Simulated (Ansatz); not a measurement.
## CuPt in Ansatz, settings compared

The command:

```bash
ansatz run input.yaml --threads 1 --pin off --max-ram 2560MiB --backend cpu --events-out ev --progress --plain --runs-dir out
```

Input:

```yaml
crystal:
  lattice:
    - [3.19179, 0.0, 0.0]
    - [0.0, 3.19179, 0.0]
    - [0.0, 0.0, 5.610928]
  atoms:
    - { symbol: Pt, position: [0.0, 0.5, 0.0] }
    - { symbol: Pt, position: [0.5, 0.0, 0.5] }
    - { symbol: Cu, position: [0.0, 0.0, 0.25] }
    - { symbol: Cu, position: [0.0, 0.0, 0.75] }
  symmetry: { tolerance: 0.0003 }
kpoints:
  mp_grid: { grid: [6, 6, 3], shift: [0, 0, 0] }
magnetization:
  spin_polarized: false
scf:
  occupations: { method: fermi_dirac }
hamiltonian:
  pseudopotentials: { kind: paw }
  xc: r2scan
basis:
  ecutwfc: 500
output:
  forces: true
  stress: true
  eigenvalues: true
```

Origin of the cell: a known structure type with other elements, at an estimated volume, so it need not be a known compound.

The smearing width isn't typed, so it takes its default of 0.1 eV.

Output of this run (shortened):

```
Pseudopotentials: kind: paw
Pseudopotential: Pt, paw, valence charge 18, recommended cutoff 500 eV (meta_gga), Pt.paw.azcp
Pseudopotential: Cu, paw, valence charge 19, recommended cutoff 500 eV (meta_gga), Cu.paw.azcp
Functional definition: r2SCAN
  exchange = r2scan_x(k0 = k0, k1 = k1, a1 = a1)
  correlation = r2scan_c
Crystal: 4 atoms, lattice volume = 57.161 Å³
Basis set: ecut = 500 eV, 1441 PW (Γ), exchange–correlation on 96×96×180 points (64 copies of the dense FFT grid, shifted against one another)
Bands: 45, of which v1, the nominal top of the filled ones, is band 37 counted from 1 (36 counted from 0)
Symmetry: 16 space group operations
Space group: P42/mmc (ITA 131), of the structure as read, at distance tolerance 1.2e-3 Å
[… 7 lines left out …]
Initial density: superposition of atomic densities (neutral atoms: chi_scale 0, normalization atom), corrected by the library's trained network
Functional: x = r2scan, c = r2scan; τ floored in thin density (d = 2e-4 eV/Å³)
SCF iter   1: F=—  HF=-38328.051932 eV  Δρ=2.68e-2  dr2=2.53e-1  dr2_τ=7.56e-2  defer=5
SCF iter   2: F=—  HF=-38328.039852 eV  Δρ=1.23e-2  dr2=6.84e-2  dr2_τ=3.22e-3  defer=26
SCF iter   3: F=—  HF=-38328.025817 eV  Δρ=9.99e-3  dr2=3.83e-2  dr2_τ=1.72e-3  defer=26
SCF iter   4: F=—  HF=-38328.023518 eV  Δρ=4.92e-3  dr2=1.04e-2  dr2_τ=1.24e-4  defer=26
SCF iter   5: F=—  HF=-38328.022465 eV  Δρ=9.12e-4  dr2=6.17e-4  dr2_τ=1.15e-5  defer=26
SCF iter   6: F=—  HF=-38328.022671 eV  Δρ=4.57e-4  dr2=9.19e-5  dr2_τ=7.30e-6  defer=26
SCF iter   7: F=—  HF=-38328.022689 eV  Δρ=1.82e-4  dr2=1.46e-5  dr2_τ=1.68e-7  defer=26
SCF iter   8: F=—  HF=-38328.022691 eV  Δρ=1.93e-5  dr2=1.52e-7  dr2_τ=7.17e-9  defer=26
SCF iter   9: F=-38328.022692 eV  HF=-38328.022692 eV  Δρ=6.84e-6  dr2=2.83e-8  dr2_τ=2.47e-9
SCF 1 converged in 9 iterations: F = -38328.022692 eV  dr2 = 2.83e-8
SCF converged after 9 iterations
Free energy (F): -38328.022692 eV
Harris-Foulkes:  -38328.022692 eV  (|F-HF|=2.53e-9)
Internal energy: -38327.884356 eV  (E = F + TS)
E sigma→0 (E₀):  -38327.953524 eV
Entropy (-TS):   -0.138336 eV (-34.584 meV/atom)
Fermi energy:    18.588716 eV
--- Per-component energies (eV) ---
  E_band       = -1185.364918
  E_kinetic    = 1903.129160
  E_local      = -13205.911111  (includes V_loc(G=0)·N_el)
  E_nonlocal   = 1202.807084
  E_hartree    = 5683.500532
  E_xc         = -675.822243
  E_vxc        = -936.693883  (∫ρ·V_xc dr)
  E_paw        = -22317.430533  (= ΣΔE_a)
  E_vpaw       = -1578.071263  (= ΣTr[D̂ρ^β])
  E_aug_tail   = 0.000567  (compensation charges beyond the density's cutoff)
  E_vtau       = 62.370067  (kinetic-family band-sum trace: ∫τ·v_τ [+ j·A + Jᵃ·Aᵃ] dr)
  E_ewald      = -10917.092607
  E_core_change = -1.065205  (= ΣΔE_core)
  E_smearing   = -0.138336  (= −TS)
  Σ components = -38328.022692   (vs F -38328.022692, Δ=0.00e0)
--- Forces (eV/Å), atoms counted from 1 ---
  atom   1  Pt     0.000000     0.000000     0.000000
  atom   2  Pt     0.000000     0.000000     0.000000
  atom   3  Cu     0.000000     0.000000    -0.000000
  atom   4  Cu     0.000000     0.000000     0.000000
  max |Σ_I F_I| component: 1.67e-16 eV/Å
--- Stress (GPa, compression-positive) ---
       59.892923       0.000000       0.000000
        0.000000      59.892923       0.000000
        0.000000       0.000000     105.183766
  P = ⅓ Tr σ = 74.9899 GPa (749.899 kbar)
```

The same input was run again with these changes:

1. `scf.mixing.algorithm` default → anderson; `scf.mixing.beta` default → 0.1; `scf.mixing.ndim` default → 2; `hamiltonian.hubbard` default → { sites: [{ species: Pt, l: d, u_eff: 8.0 }], double_counting: fll }; `scf.occupations.method` fermi_dirac → cold; `scf.occupations.width` default → 0.005
2. `kpoints.mp_grid.shift` [0, 0, 0] → [0.5, 0.5, 0.5]
3. `scf.eigensolver.kind` default → davidson; `basis.precision` default → f64; `accuracy` default → medium; `scf.algorithm` default → density_mixing
4. `crystal.symmetry` { tolerance: 0.0003 } → { detect: false }

| run | end | SCF iterations | P (GPa) | max force component (eV/Å) | moment (μB) | ΔE(σ→0) (meV/atom) |
| --- | --- | --- | --- | --- | --- | --- |
| base | converged | 9 | 74.99 | 0.000 | – | 0 |
| 1 | converged | 60 | 76.24 | 0.000 | – | – |
| 2 | converged | 9 | 75.20 | 0.000 | – | -2.95 |
| 3 | converged | 9 | 74.99 | 0.000 | – | 0.00 |
| 4 | converged | 10 | 74.99 | 0.000 | – | 0.00 |

Energies are compared only where functional, datasets, charge and starting cell are the same.

Caveats of the base run: no moments, though an odd count or open d shells may carry them; no spin-orbit coupling, though heavy elements are present; the given cell is far from equilibrium, with atoms too close or a volume far off; the k mesh is coarse if the cell is a metal.

Time of the base run: 8.1 s on 1 thread of Arm Neoverse V1, on a shared host, peak memory 0.46 GiB, from the program's own first density.
